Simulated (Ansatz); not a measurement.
BAs (zinc blende)

```xyz
2
Lattice="0.0000 2.3920 2.3920 2.3920 0.0000 2.3920 2.3920 2.3920 0.0000" Properties=species:S:1:pos:R:3 pbc="T T T"
As     3.5879     3.5879     3.5879
B      0.0000     0.0000     0.0000
```

The slice is a {111} plane (indices of the conventional cell) through the point (0.750, 0.750, 0.750) (fractional), spanned by u = [100] and v = [-1 2 0] in vectors of this cell: u (3.38 Å) and v (5.86 Å, at 90° to u). It covers one period; positions are fractions (u, v).

Calculation: r2SCAN (plane waves to 500 eV, PAW, scalar-relativistic; Ansatz, an electronic-structure program). k mesh 12×12×12. Near the nuclei the fields are pseudised (PAW); where an atom keeps semicore shells as valence, they peak there. BAs was relaxed with its symmetry unable to fall.

Question: Predict the map of the valence electron density on the slice.

Answer: 
```
|999988664433222211111122223344668899|
|888877554433221111111111223344557788|
|666655443322111100000011112233445566|
|554444333322110000000000112233334444|
|444433332211110000000000111122333344|
|333333222211110000000000111122223333|
|333333222211110000000000111122223333|
|333333222211111111111111111122223333|
|333333222222221111111111222222223333|
|333333332222222222222222222222333333|
|333333333333333333333333333333333333|
|333333333333334444444444333333333333|
|333333333344445566666655444433333333|
|223333333344557788888877554433333333|
|222222333344668899999988664433332222|
|222222333344668899999988664433332222|
|111122223344668899999988664433222211|
|111111223344557788888877554433221111|
|000011112233445566666655443322111100|
|000000112233334444554444333322110000|
|000000111122333344444433332211110000|
|000000111122223333333333222211110000|
|000000111122223333333333222211110000|
|111111111122223333333333222211111111|
|111111222222223333333333222222221111|
|222222222222333333333333332222222222|
|333333333333333333333333333333333333|
|444444333333333333333333333333334444|
|666655444433333333333333333344445566|
|888877554433333333223333333344557788|
|999988664433332222222222333344668899|
|999988664433332222222222333344668899|
```
Scale: ten equal steps from -1.25 (start of '0') to 1.53 (end of '9'), in the order '0123456789'. Values: log₁₀ of the valence density in e/Å³. The map has 18 points along u (two characters each, u = 0 at the left) and 32 along v (v = 0 in the bottom row). The scale is logarithmic, as a density can span decades between atoms and voids.
